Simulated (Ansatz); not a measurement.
Input:

LaNiGe₂:
```cif
data_Ge8La4Ni4
_chemical_formula_sum 'La4 Ni4 Ge8'
_space_group_name_H-M_alt 'Cmcm'
_space_group_IT_number 63
_space_group_name_Hall '-C 2c 2'
_cell_length_a 4.32298
_cell_length_b 16.86035
_cell_length_c 4.24126
_cell_angle_alpha 90.000
_cell_angle_beta 90.000
_cell_angle_gamma 90.000
loop_
_atom_site_label
_atom_site_type_symbol
_atom_site_symmetry_multiplicity
_atom_site_Wyckoff_symbol
_atom_site_fract_x
_atom_site_fract_y
_atom_site_fract_z
_atom_site_occupancy
La1 La 4 c 0.00000 0.60885 0.25000 1
Ni1 Ni 4 c 0.00000 0.18300 0.75000 1
Ge1 Ge 4 c 0.00000 0.24984 0.25000 1
Ge2 Ge 4 c 0.00000 0.04319 0.75000 1
```
(The calculation used a cell of 8 atoms; values per cell refer to that cell.)

This is the r²SCAN-relaxed structure.

Question: All from plane-wave PAW r²SCAN (Ansatz code), unless another level is named. Predict the electronic character.

Answer: metallic (no gap).

Question: Give the density of states at the Fermi level.

Answer: 0.47 states/eV per atom (mean over ±0.08 eV).

Question: Give the formation energy from the elements (no fitted shifts).

Answer: -0.81 eV/atom.

The first step of the workflow began from a Materials Project structure, measured or hypothetical; the Crystallography Open Database copy checked does not list it. Whether it is the stable phase at ambient conditions was not checked. The r²SCAN relaxation kept the symmetry of its start; its stability against distortions is not shown here. The run is not spin-polarised. The references are the lowest solids computed at this level, not always the standard phases. Spin–orbit coupling is left out wherever it is not named.

Potentials: the later of the program's two PAW sets.
